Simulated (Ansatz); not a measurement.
Input:

GaN:
```cif
data_Ga2N2
_chemical_formula_sum 'Ga2 N2'
_space_group_name_H-M_alt 'P63mc'
_space_group_IT_number 186
_space_group_name_Hall 'P 6c -2c'
_cell_length_a 3.18328
_cell_length_b 3.18328
_cell_length_c 5.18379
_cell_angle_alpha 90.000
_cell_angle_beta 90.000
_cell_angle_gamma 120.000
loop_
_atom_site_label
_atom_site_type_symbol
_atom_site_symmetry_multiplicity
_atom_site_Wyckoff_symbol
_atom_site_fract_x
_atom_site_fract_y
_atom_site_fract_z
_atom_site_occupancy
Ga1 Ga 2 b 0.66667 0.33333 0.49910 1
N1 N 2 b 0.33333 0.66667 0.37590 1
```

This is the r²SCAN-relaxed structure.

Problem. All from r²SCAN in the plane-wave PAW code Ansatz, unless another level is named. Estimate the band gap.

Solution. 2.35 eV (direct).

Problem. What about the valence-band maximum?

Solution. at Γ.

Space group P6_3mc (wurtzite). The r²SCAN relaxation kept the symmetry of its start; phonons on a q-mesh show no instability. Spin–orbit coupling is left out wherever it is not named.

Potentials: the earlier of the program's two PAW sets.
